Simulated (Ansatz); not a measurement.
ZnAu (CsCl type)

```
CELL_PARAMETERS angstrom
      3.09586     0.00000     0.00000
      0.00000     3.09586     0.00000
      0.00000     0.00000     3.09586
ATOMIC_POSITIONS crystal
  Zn 0.50000 0.50000 0.50000
  Au 0.00000 0.00000 0.00000
```

Calculation: LDA (plane waves to 420 eV, PAW, scalar-relativistic; Ansatz, a program for electronic structure). DFPT wavenumbers on a 16×16×16 k mesh, in cm⁻¹ and rounded to 5; i marks imaginary ones, q is in fractions of the reciprocal vectors of the cell shown, and the three acoustic modes at Γ are left out. The program warned that its band solver left a few bands short of their tolerance. Spin-orbit coupling is left out, though Au is heavy. ZnAu was relaxed with its symmetry unable to fall.

Q: Is the structure dynamically stable at Γ, X = (0.5, 0.0, 0.0), M = (0.5, 0.5, 0.0), R = (0.5, 0.5, 0.5)?

A: No imaginary mode at these points (lowest 20 cm⁻¹ at M = (0.5, 0.5, 0.0)); other wave vectors were not tested.

Q: List the wavenumbers at Γ, X = (0.5, 0.0, 0.0), M = (0.5, 0.5, 0.0), R = (0.5, 0.5, 0.5), with degeneracies.

A: 
```csv
q,wavenumbers (cm⁻¹)
Γ,150 (×3)
"X = (0.5, 0.0, 0.0)","60 (×2), 105, 130 (×2), 175"
"M = (0.5, 0.5, 0.0)","20 (×2), 65, 130, 185 (×2)"
"R = (0.5, 0.5, 0.5)","90 (×3), 155 (×3)"
```
